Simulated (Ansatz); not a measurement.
Relaxed TaN (rock salt):

```yaml
crystal:
  lattice:
    - [0.00000, 4.37460, 4.37460]
    - [2.18730, 0.00000, 2.18730]
    - [2.18730, 2.18730, 0.00000]
  atoms:
    - { symbol: N, position: [0.00000, 0.00000, 0.00000] }
    - { symbol: N, position: [0.50000, 0.00000, 0.00000] }
    - { symbol: Ta, position: [0.25000, 0.50000, 0.50000] }
    - { symbol: Ta, position: [0.75000, 0.50000, 0.50000] }
```

Scan: atom 1 (N, nearest neighbour Ta at 2.187 Å; its periodic images, 3.1 Å or more away, move with it) is displaced along Cartesian [110], direction (0.707, 0.707, 0.000) in Cartesian axes, by s. The other atoms stay.

All values below come from PBEsol (plane waves to 420 eV, PAW, scalar-relativistic; Ansatz, an electronic-structure program). k mesh 15×15×15 (Γ-centred), Fermi-Dirac smearing 0.05 eV. E stands for the smeared free energy. Compression counts positive. Left out: 2 of 11 points, with atoms too close for the PAW data. With partly filled bands, energies and forces of such displacements shift with the k mesh and the smearing. F∥ is the force on the atom along that direction. Spin-orbit coupling is left out, though Ta is heavy. TaN is run without spin polarisation. TaN was relaxed with its symmetry unable to fall. The PAW data are Ansatz's earlier set. This is a high-temperature form of TaN. ΔE is measured from the undisplaced structure.

```csv
s (Å),ΔE (meV/cell),F∥ (eV/Å),P (GPa)
-0.528,1725,6.224,25.6
-0.396,996,4.840,14.7
-0.264,451,3.363,6.6
-0.132,114,1.725,1.6
0.000,0,0.000,0.0
0.132,114,-1.725,1.6
0.264,451,-3.363,6.6
0.396,996,-4.840,14.7
0.528,1725,-6.224,25.6
```

Summary:

The energy at s = 0.528 Å is 1725 meV/cell, the force along the line at s = -0.528 Å comes out as 6.22 eV/Å and the force constant k = d²E/ds² at s = 0 (finite differences) is 13.2 eV/Å². Symmetry of the curve: even: the same for both signs. Shape of the curve: a single well with its minimum at or next to zero displacement. Harmonic estimate at the end of the scan: ½ks² = 1837 meV/cell against the computed 1725 meV/cell, so the well is softer than harmonic there.

(For displaced atoms, the force is minus the slope of the energy, and its curvature is a force constant, which sets phonon frequencies.)
